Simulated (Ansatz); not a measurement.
Structure relaxation, Ti₂C

The relaxed structure here is a generated cell of Ti2C: the first start was made by placing the elements on the sites of a structure type, and the end was not matched to a known phase here, so it may be hypothetical.

The start is a generated trial cell of Ti2C in the AFLOW prototype A2B_hP6_191_h_e (C_h, as in Cu2Te). A full variable-cell relaxation at zero pressure is run with PBEsol (plane waves to 420 eV, PAW, scalar-relativistic; Ansatz, a quantum-chemistry and plane-wave program). First-step values are on the input's coarse k-mesh.

Ansatz input (later rounds restart from its end on a renewed k-mesh):
Ansatz 0.2 input:
```yaml
crystal:
  lattice:
    - [3.7749786, 0, 0]
    - [-1.8874893, 3.2692274, 0]
    - [0, 0, 6.4567548]
  atoms:
    - { symbol: Ti, position: [0.33333333, 0.66666667, 0.16] }
    - { symbol: Ti, position: [0.66666667, 0.33333333, 0.16] }
    - { symbol: Ti, position: [0.66666667, 0.33333333, 0.84] }
    - { symbol: Ti, position: [0.33333333, 0.66666667, 0.84] }
    - { symbol: C, position: [0, 0, 0.306] }
    - { symbol: C, position: [0, 0, 0.694] }
basis: { ecutwfc: 420, ecutrho_ratio: 4, xc_grid: 2, fft_grid_basis: typed }
kpoints: { mp_grid: { grid: [7, 7, 4] } }
hamiltonian:
  xc: pbesol
  dispersion: none
  pseudopotentials: { kind: paw }
scf: { occupations: { method: fermi_dirac, width: 0.05 } }
relax: { f_tol: 0.01, max_steps: 100, cell: { stress_tol: 0.02 } }
output: { forces: true, stress: true }
```

How does the volume change?

-6.4 %, from 13.28 to 12.43 Å³/atom.

How do the shortest distances between atoms change?

The closest pairs of elements (up to four, under 3.6 Å), start → end: Ti–Ti 2.07 → 2.32 Å; C–Ti 2.37 → 2.32 Å; C–C 2.51 → 2.66 Å.

Is the relaxed structure metallic? Give its gap.

No gap (metallic).

Write out the relaxed structure.


Space group P6/mmm (No. 191); a = 4.0232 Å, b = 4.0232 Å, c = 2.6600 Å, α = 90.00°, β = 90.00°, γ = 120.00°

```csv
atom,site,symmetry,x,y,z
Ti,2d,-6m2,0.3333,0.6667,0.5000
C,1b,6/mmm,0.0000,0.0000,0.5000
```

The space group stays P6/mmm (No. 191) (the run could not lower it), with 3 atoms in the primitive cell. Final values are on a 13×13×17 k-mesh of the relaxed cell. The start holds a very short contact (Ti–Ti 2.07 Å). No spin polarisation in the result.

The run could not lose the symmetry of its start: the end is stationary, and may be a saddle point rather than a minimum.
